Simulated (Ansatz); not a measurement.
Relaxed B (space group R-3m):

```
B
1.0
    2.42047     1.39746     4.13138
   -2.42047     1.39746     4.13138
    0.00000    -2.79491     4.13138
B
12
Direct
  0.01046   0.65431   0.01046
  0.98954   0.34569   0.98954
  0.01046   0.01046   0.65431
  0.98954   0.98954   0.34569
  0.65431   0.01046   0.01046
  0.34569   0.98954   0.98954
  0.22147   0.62999   0.22147
  0.77853   0.37001   0.77853
  0.22147   0.22147   0.62999
  0.77853   0.77853   0.37001
  0.62999   0.22147   0.22147
  0.37001   0.77853   0.77853
```

A phonon eigenvector at Γ is frozen into this cell: atom i moves by Q times the vector below, so Q is the largest atomic displacement, in Å. The cell is held.

```csv
atom,x,y,z
B1,0.250,0.433,0.000
B2,-0.250,-0.433,0.000
B3,-0.500,0.000,0.000
B4,0.500,0.000,0.000
B5,0.250,-0.433,0.000
B6,-0.250,0.433,0.000
B7,0.500,0.866,0.000
B8,-0.500,-0.866,0.000
B9,-1.000,0.000,0.000
B10,1.000,0.000,0.000
B11,0.500,-0.866,0.000
B12,-0.500,0.866,0.000
```

Level of theory: LDA (plane waves to 420 eV, PAW, scalar-relativistic; Ansatz, an electronic-structure program). k mesh 7×7×7 (Γ-centred), Fermi-Dirac smearing 0.05 eV. Energies are smeared free energies. B was relaxed with its symmetry unable to fall. ΔE is measured from the undisplaced structure.

```json
[
 {"Q (Å)": "-0.1000", "ΔE (meV/cell)": "withheld"},
 {"Q (Å)": "-0.0833", "ΔE (meV/cell)": "259"},
 {"Q (Å)": "-0.0667", "ΔE (meV/cell)": "166"},
 {"Q (Å)": "-0.0500", "ΔE (meV/cell)": "93"},
 {"Q (Å)": "-0.0333", "ΔE (meV/cell)": "41"},
 {"Q (Å)": "-0.0167", "ΔE (meV/cell)": "10"},
 {"Q (Å)": "0.0000", "ΔE (meV/cell)": "0"},
 {"Q (Å)": "0.0167", "ΔE (meV/cell)": "10"},
 {"Q (Å)": "0.0333", "ΔE (meV/cell)": "41"},
 {"Q (Å)": "0.0500", "ΔE (meV/cell)": "93"},
 {"Q (Å)": "0.0667", "ΔE (meV/cell)": "166"},
 {"Q (Å)": "0.0833", "ΔE (meV/cell)": "259"},
 {"Q (Å)": "0.1000", "ΔE (meV/cell)": "withheld"}
]
```

### Question
Fit an even polynomial form (powers 2, 4) to the given rows and predict ΔE at Q = -0.1000.

### Answer
Least squares on the 11 given rows: ΔE = (37140)·Q² + (28750)·Q⁴, in meV/cell with Q in Å; root-mean-square residual 0.2 meV/cell. At -0.1000 the fit gives 374 meV/cell; the calculation gives 374 meV/cell, the same to the digits shown. The quadratic term alone would give 371 meV/cell.

(A displaced cell: forces are minus the slopes of the energy, force constants its curvatures, and phonons follow from these.)
